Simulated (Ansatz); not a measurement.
The cell is C, lonsdaleite; cell and atoms were relaxed with r2SCAN. The symmetry is P6_3/mmc (No. 194, hexagonal); a = 2.503 Å, c = 4.169 Å in the conventional setting, 5.66 Å³ an atom. Around C lie 4 C at 1.54–1.56 Å.

4 runs of the PAW code Ansatz on this cell differ in the functional (and in the settings that go with it). Levels are in eV from each run's valence top; v1 is the last filled band, c1 the first empty one.

Run A, mean stress 0.0 GPa (compression positive):
```tsv
point	v5	v3	v1	c1	c2	c3
Γ	-3.27	-0.50	0.00	5.24	5.24	5.62
M	-10.65	-6.84	-3.34	4.74	8.59	8.76
K	-10.43	-7.57	-7.39	3.60	12.32	12.32
A	-7.47	-1.96	-1.96	7.66	7.66	7.66
```

Run B, mean stress -3.8 GPa (compression positive):
```tsv
point	v5	v3	v1	c1	c2	c3
Γ	-4.07	-0.48	0.00	14.06	14.06	14.51
M	-13.79	-8.56	-4.21	13.00	17.16	18.16
K	-13.74	-9.37	-9.19	11.50	23.14	23.14
A	-9.40	-2.40	-2.40	16.92	16.92	16.92
```

Run C, mean stress -10.7 GPa (compression positive):
```tsv
point	v5	v3	v1	c1	c2	c3
Γ	-3.08	-0.48	0.00	4.94	4.94	5.28
M	-9.95	-6.47	-3.14	4.48	7.91	8.25
K	-9.54	-7.23	-7.06	3.12	11.65	11.65
A	-7.01	-1.85	-1.85	7.21	7.21	7.21
```

Run D, mean stress +4.2 GPa (compression positive):
```tsv
point	v5	v3	v1	c1	c2	c3
Γ	-3.09	-0.48	0.00	4.99	4.99	5.34
M	-10.04	-6.48	-3.15	4.51	8.10	8.33
K	-9.73	-7.23	-7.05	3.32	11.68	11.68
A	-7.06	-1.85	-1.85	7.27	7.27	7.27
```

Task: Match the runs to LDA, PBE, r2SCAN, Hartree-Fock.

Result: A is r2SCAN, B is Hartree-Fock, C is LDA, D is PBE. In order of the gap: LDA 3.12, PBE 3.32, r2SCAN 3.60, Hartree-Fock 11.50 eV. The stress vanishes for r2SCAN, which relaxed the cell.

No spin polarisation and no zero-point or thermal motion.

The program warns that its thresholds are loose for a hybrid's stress.

The meshes of the hybrids are coarse, so their gaps aren't converged to the digits shown.
